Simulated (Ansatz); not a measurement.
The relaxed structure here is a generated cell of TaSe3: the first start was made by placing the elements on the sites of a structure type, and the end was not matched to a known phase here, so it may be hypothetical.

One stationary structure of TaSe$_{3}$. Computed with PBEsol (plane waves to 420 eV, PAW, scalar-relativistic; Ansatz, a first-principles code).

```
CELL_PARAMETERS angstrom
      0.00000     3.27581     3.27581
      3.27581     0.00000     3.27581
      3.27581     3.27581     0.00000
ATOMIC_POSITIONS crystal
  Se 0.50000 0.50000 0.50000
  Se 0.75000 0.75000 0.75000
  Se 0.25000 0.25000 0.25000
  Ta 0.00000 0.00000 0.00000
```

Problem. Determine the symmetry and give the standard cell with its independent sites.

Solution. Space group Fm-3m (No. 225); a = b = c = 6.5516 Å, α = β = γ = 90.00°

```json
[
 {"atom": "Se", "site": "4b", "symmetry": "m-3m", "x": "0.5000", "y": "0.5000", "z": "0.5000"},
 {"atom": "Se", "site": "8c", "symmetry": "-43m", "x": "0.2500", "y": "0.2500", "z": "0.2500"},
 {"atom": "Ta", "site": "4a", "symmetry": "m-3m", "x": "0.0000", "y": "0.0000", "z": "0.0000"}
]
```

This is the AFLOW prototype AB3_cF16_225_a_bc (D0_3, as in BiF3).

Problem. Give the shortest distances between elements (the closest pairs, up to four, under 3.6 Å).

Solution. Se–Ta 2.84 Å; Se–Se 2.84 Å.

- Volume per atom = 17.58 Å³
- Band gap = no gap (metallic)

No spin polarisation in the result. The relaxed primitive cell holds an odd number of electrons. A magnetic state may lie lower.

The run could not lose the symmetry of its start, so the end can be a saddle point.

All atoms sit on sites fixed by symmetry, so only the cell could relax.
